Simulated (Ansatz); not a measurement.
KBr:
```xyz
2
Lattice="0.0000 3.3528 3.3528 3.3528 0.0000 3.3528 3.3528 3.3528 0.0000" Properties=species:S:1:pos:R:3 pbc="T T T"
K      0.0000     0.0000     0.0000
Br     3.3528     3.3528     3.3528
```

Relaxed with PBE. Special points in fractions of this cell's reciprocal vectors: Γ (0.000, 0.000, 0.000); X (0.500, 0.000, 0.500); U (0.625, 0.250, 0.625); K (0.375, 0.375, 0.750); L (0.500, 0.500, 0.500); W (0.500, 0.250, 0.750).

Problem. List the band energies nearest the valence-band maximum at these points for plane-wave PAW PBE with spin–orbit coupling (Ansatz code).

Solution. In eV from the valence-band maximum; about four levels below and three above (degenerate sets whole), none deeper than 8.9 eV; points with the same levels are listed once.

```
k                    below                                    above
-  -----------------------  ---------------------------------------
Γ      0.00 0.00 0.00 0.00  4.15 4.15 7.43 7.43 7.43 7.43 7.43 7.43
X  -0.50 -0.50 -0.28 -0.28                      5.75 5.75 6.87 6.87
U  -0.65 -0.65 -0.39 -0.39                      6.42 6.42 7.78 7.78
L  -0.56 -0.56 -0.31 -0.31                      6.33 6.33 7.89 7.89
W  -0.58 -0.58 -0.53 -0.53                      7.15 7.15 7.19 7.19
```

Space group Fm-3m (rock salt). Symmetry was held in the PBE relaxation; phonons on a q-mesh show no instability.

Potentials: the later of the program's two PAW sets.
